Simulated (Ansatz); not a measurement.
**Profile along the C–Hf line in HfC (rock salt)**

HfC (rock salt)

Space group Fm-3m (No. 225); a = 4.6407 Å, b = 4.6407 Å, c = 4.6407 Å, α = 90.00°, β = 90.00°, γ = 90.00°

```tsv
atom	site	symmetry	x	y	z
C	4a	m-3m	0.0000	0.0000	0.0000
Hf	4b	m-3m	0.5000	0.5000	0.5000
```
(The calculation used a cell of 2 atoms; values per cell refer to that cell.)

Fields along a shortest C–Hf line of a {110} plane (2.32 Å), from C to Hf, interpolated on the slice's grid (step about 0.2 Å). The numbers are results of r2SCAN (plane waves to 500 eV, PAW, scalar-relativistic; Ansatz, a quantum-chemistry and plane-wave program), not measurements. k mesh 17×17×17. Near the nuclei the fields are pseudised (PAW); where an atom keeps semicore shells as valence, they peak there. HfC is run without spin polarisation. HfC was relaxed with its symmetry unable to fall. Spin-orbit coupling is left out, though Hf is heavy.

```json
[
 {"distance from C (Å)": "0.00", "valence electron density (e/Å³)": "1.60", "electron localisation function": "x"},
 {"distance from C (Å)": "0.23", "valence electron density (e/Å³)": "1.69", "electron localisation function": "x"},
 {"distance from C (Å)": "0.46", "valence electron density (e/Å³)": "1.48", "electron localisation function": "x"},
 {"distance from C (Å)": "0.70", "valence electron density (e/Å³)": "0.95", "electron localisation function": "0.78"},
 {"distance from C (Å)": "0.93", "valence electron density (e/Å³)": "0.58", "electron localisation function": "0.62"},
 {"distance from C (Å)": "1.16", "valence electron density (e/Å³)": "0.50", "electron localisation function": "0.23"},
 {"distance from C (Å)": "1.39", "valence electron density (e/Å³)": "1.14", "electron localisation function": "0.35"},
 {"distance from C (Å)": "1.62", "valence electron density (e/Å³)": "4.54", "electron localisation function": "0.74"},
 {"distance from C (Å)": "1.86", "valence electron density (e/Å³)": "14.07", "electron localisation function": "x"},
 {"distance from C (Å)": "2.09", "valence electron density (e/Å³)": "28.16", "electron localisation function": "x"},
 {"distance from C (Å)": "2.32", "valence electron density (e/Å³)": "35.48", "electron localisation function": "x"}
]
```

x: too close to a nucleus for the ELF to mean much.

Density on the C–Hf line (2.32 Å) at its density minimum, 1.1 Å from C: 0.48 e/Å³. ELF at that point: 0.3.
